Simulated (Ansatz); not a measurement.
ZrHg (space group P4/mmm)

```
CELL_PARAMETERS angstrom
      3.14769     0.00000     0.00000
      0.00000     3.14769     0.00000
      0.00000     0.00000     4.27044
ATOMIC_POSITIONS crystal
  Zr 0.50000 0.50000 0.50000
  Hg 0.00000 0.00000 0.00000
```

In each cell atom 1 (Zr, nearest neighbour Hg at 3.084 Å; its periodic images, 3.1 Å or more away, move with it) moves by s·(1.000, 0.000, 0.000) (along Cartesian x), the rest being held.

The numbers are results of r2SCAN (plane waves to 500 eV, PAW, scalar-relativistic; Ansatz, an electronic-structure program), not measurements. k mesh 12×12×9 (Γ-centred), Fermi-Dirac smearing 0.05 eV. E stands for the smeared free energy. With partly filled bands, energies and forces of such displacements shift with the k mesh and the smearing. Spin-orbit coupling is left out, though Hg is heavy. ZrHg is run without spin polarisation. ZrHg was relaxed with its symmetry unable to fall. ΔE is measured from the undisplaced structure. The last digit holds for this mesh only.

| s (Å) | ΔE (meV/cell) |
|---|---|
| -0.310 | 133.9 |
| -0.248 | withheld |
| -0.186 | 48.1 |
| -0.124 | 21.4 |
| -0.062 | 5.4 |
| 0.000 | 0.0 |
| 0.062 | 5.4 |
| 0.124 | 21.4 |
| 0.186 | 48.1 |
| 0.248 | withheld |
| 0.310 | 133.9 |

Q: Fit an even polynomial form (powers 2, 4) to the given rows and predict ΔE at s = 0.248.

A: Least squares on the 9 given rows: ΔE = (1390)·s² + (37.65)·s⁴, in meV/cell with s in Å; root-mean-square residual 0.03 meV/cell. At 0.248 the fit gives 85.6 meV/cell; the calculation gives 85.5 meV/cell, so the interpolation is off by 0.1 (+0.1 %). The quadratic term alone would give 85.5 meV/cell.

(A displaced cell: forces are minus the slopes of the energy, force constants its curvatures, and phonons follow from these.)
